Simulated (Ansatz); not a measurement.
Ansatz (a quantum-chemistry and plane-wave program) input:

Ansatz 0.2 input:
```yaml
crystal:
  lattice:
    - [3.1302655016, 0.0, 0.0]
    - [-1.5651327508, 2.710889445, 0.0]
    - [0.0, 0.0, 5.0180766706]
  atoms:
    - { symbol: Al, position: [0.6666666667, 0.3333333333, 0.0033703635] }
    - { symbol: Al, position: [0.3333333333, 0.6666666667, 0.5033703635] }
    - { symbol: N, position: [0.6666666667, 0.3333333333, 0.6218296365] }
    - { symbol: N, position: [0.3333333333, 0.6666666667, 0.1218296365] }
kpoints:
  mp_grid: { grid: [9, 9, 5] }
basis: { xc_grid: 2 }
hamiltonian:
  xc: pbe
  pseudopotentials: { kind: paw }
scf:
  occupations: { method: fixed }
output:
  optics: { e_range: [0.0, 15.0], de: 0.05, sigma: 0.1, bands: { spectra_wanted_up_to: 12 eV } }
```

Output (shortened):

```
output.optics: the spectra are integrated over the Brillouin zone by k·p interpolation around the k-points, where levels, occupations, output.optics.sigma and …
Pseudopotential: Al, paw, valence charge 3
Pseudopotential: N, paw, valence charge 5
Functional definition: PBE
Crystal: 4 atoms, lattice volume = 42.582 Å³
Basis set: ecut = 420 eV, 833 PW (Γ), exchange–correlation on 48×48×72 points (8 copies of the dense FFT grid, shifted against one another)
Bands: 12, of which v1, the nominal top of the filled ones, is band 8 counted from 1 (7 counted from 0)
Symmetry: 12 space group operations
Space group: P63mc (ITA 186), of the structure as read, at distance tolerance 3.5e-5 Å
k-points: 36 of 405 (time reversal used)
SCF iter   1: F=—  HF=-1848.507653 eV  |F-HF|=—  |Δ(HF+E_count)|=         —  Δρ=8.13e-4  dr2=1.31e-4  ethr=1.77e-3  ⟨swp⟩=4.8  Hψ=2375  notcnv=0  defer=63
preconditioner: auto → none
SCF iter   2: F=—  HF=-1848.507981 eV  |F-HF|=—  |Δ(HF+E_count)|=   3.29e-4  Δρ=4.20e-4  dr2=2.26e-5  ethr=8.17e-7  ⟨swp⟩=2.2  Hψ=1079  notcnv=0  defer=72
SCF iter   3: F=—  HF=-1848.507812 eV  |F-HF|=—  |Δ(HF+E_count)|=   1.69e-4  Δρ=1.84e-4  dr2=5.61e-6  ethr=1.41e-7  ⟨swp⟩=2.0  Hψ=650  notcnv=0  defer=28
SCF iter   4: F=—  HF=-1848.507830 eV  |F-HF|=—  |Δ(HF+E_count)|=   1.87e-5  Δρ=1.64e-5  dr2=5.37e-8  ethr=3.50e-8  ⟨swp⟩=2.0  Hψ=720  notcnv=0  defer=4
SCF iter   5: F=—  HF=-1848.507830 eV  |F-HF|=—  |Δ(HF+E_count)|=   1.62e-7  Δρ=3.78e-6  dr2=2.53e-9  ethr=3.36e-10  ⟨swp⟩=2.6  Hψ=755  notcnv=0  defer=1
SCF iter   6: F=—  HF=-1848.507830 eV  |F-HF|=—  |Δ(HF+E_count)|=   4.76e-9  Δρ=3.57e-7  dr2=2.96e-11  ethr=1.58e-11  ⟨swp⟩=2.2  Hψ=708  notcnv=0  defer=1
SCF iter   7: F=-1848.507830 eV  HF=-1848.507830 eV  |F-HF|=9.09e-13  |Δ(HF+E_count)|=  3.96e-11  Δρ=5.74e-8  dr2=8.00e-13  ethr=1.00e-12  ⟨swp⟩=3.2  Hψ=1595  notcnv=0
SCF 1 converged in 7 iterations: F = -1848.507830 eV  dr2 = 8.00e-13
NSCF: frozen V_eff on 36 k-points
Optics k sum: 0 of 36 k-points
Optics k sum: 2 of 36 k-points
Optics k sum: 4 of 36 k-points
Optics k sum: 6 of 36 k-points
Optics k sum: 8 of 36 k-points
Optics k sum: 9 of 36 k-points
Optics k sum: 11 of 36 k-points
Optics k sum: 13 of 36 k-points
Optics k sum: 15 of 36 k-points
Optics k sum: 17 of 36 k-points
Optics k sum: 18 of 36 k-points
Optics k sum: 20 of 36 k-points
Optics k sum: 22 of 36 k-points
Optics k sum: 24 of 36 k-points
Optics k sum: 26 of 36 k-points
Optics k sum: 27 of 36 k-points
Optics k sum: 29 of 36 k-points
Optics k sum: 31 of 36 k-points
Optics k sum: 33 of 36 k-points
Optics k sum: 35 of 36 k-points
Optics k sum: 36 of 36 k-points
Optics k sum: 0 of 36 k-points
Optics k sum: 2 of 36 k-points
Optics k sum: 4 of 36 k-points
Optics k sum: 6 of 36 k-points
Optics k sum: 8 of 36 k-points
Optics k sum: 9 of 36 k-points
Optics k sum: 11 of 36 k-points
Optics k sum: 13 of 36 k-points
Optics k sum: 15 of 36 k-points
Optics k sum: 17 of 36 k-points
Optics k sum: 18 of 36 k-points
Optics k sum: 20 of 36 k-points
Optics k sum: 22 of 36 k-points
Optics k sum: 24 of 36 k-points
Optics k sum: 26 of 36 k-points
Optics k sum: 27 of 36 k-points
Optics k sum: 29 of 36 k-points
Optics k sum: 31 of 36 k-points
Optics k sum: 33 of 36 k-points
Optics k sum: 35 of 36 k-points
Optics k sum: 36 of 36 k-points
NSCF: frozen V_eff on 1 k-points
NSCF: frozen V_eff on 1 k-points
NSCF: frozen V_eff on 1 k-points
NSCF: frozen V_eff on 1 k-points
output.optics: what the bands over the 22 summed would add to eps1, eps2 and the energy-loss function is held between a lower and an upper bound (7 Lanczos …
SCF converged after 7 iterations
Free energy (F): -1848.507830 eV
Harris-Foulkes:  -1848.507830 eV  (|F-HF|=9.09e-13)
Internal energy: -1848.507830 eV  (E = F + TS)
E sigma→0 (E₀):  -1848.507830 eV
Fermi energy:    6.942915 eV
--- Per-component energies (eV) ---
  E_band       = 27.848356
  E_kinetic    = 317.318326
  E_local      = -451.614928  (includes V_loc(G=0)·N_el)
  E_nonlocal   = 110.502456
  E_hartree    = 156.643951
  E_xc         = -203.249221
  E_vxc        = -215.378921  (∫ρ·V_xc dr)
  E_paw        = -1190.066031  (= ΣΔE_a)
  E_vpaw       = -46.266682  (= ΣTr[D̂ρ^β])
  E_aug_tail   = 0.000195  (compensation charges beyond the density's cutoff)
  E_ewald      = -588.042579
  E_smearing   =  0.000000  (= −TS)
  E_closure    = 0.000000  (closes the sum)
  Σ components = -1848.507830   (vs F -1848.507830, Δ=0.00e0)
  [band-id]    e_kinetic+e_local+e_nonlocal+2·e_hartree+e_vxc+e_vpaw+e_augmentation_tail = 27.848349   (vs E_band 27.848356, Δ=-6.75e-6)
--- Band table (eV; the first three rows and the last of 36) ---
  k-point 0: bands = ["-8.1121", "-6.0344", "1.0471", "6.1006", "6.1006", "6.7400", "6.7400", "6.9429", "10.9764", "13.4559", "17.3955", "17.9781"]
  k-point 1: bands = ["-7.9634", "-6.3130", "1.5573", "6.1139", "6.1583", "6.1583", "6.6759", "6.6759", "11.6581", "13.5421", "17.1599", "17.9449"]
  k-point 2: bands = ["-7.5406", "-6.9267", "2.8435", "4.4941", "6.3132", "6.3132", "6.5109", "6.5109", "12.8036", "13.5104", "16.9357", "17.5441"]
  k-point 35: bands = ["-5.6481", "-5.6481", "2.2387", "2.2387", "2.8450", "3.5210", "6.0333", "6.0333", "13.7327", "14.7193", "14.8066", "14.8066"]
```

Cost: around 40 core-seconds (rough) on shared cores.

Space group P6_3mc (wurtzite). Symmetry was held in the PBE relaxation; phonons on a q-mesh show no instability.

Potentials: the later of the program's two PAW sets.

Ansatz is a plane-wave DFT program.
